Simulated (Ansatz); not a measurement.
SiC (zinc blende, space group No. 216), a = b = c = 4.3797 Å, α = β = γ = 90.00°; the cell used has 2 atoms.

Relaxed with PBE.

**Question.** Give the optical modes at the zone centre with their infrared and Raman activity from DFPT, DFT-PBE in the program Ansatz with PAW potentials.

**Answer.** Transverse frequencies, without the LO–TO term; a row sums one degenerate level.

```
ω (cm⁻¹)  degeneracy  IR ((D/Å)²/amu)  Raman (Å⁴/amu)  activity  symmetry
--------  ----------  ---------------  --------------  --------  --------
775                3            60.04              36  IR+Raman        T2
```

**Question.** How high does the top mode go among those that the LO–TO term moves?

**Answer.** 944 cm⁻¹ for q along x.

Space group F-43m (zinc blende). The PBE relaxation kept the symmetry of its start; phonons on a q-mesh show no instability.

Potentials: the later of the program's two PAW sets.
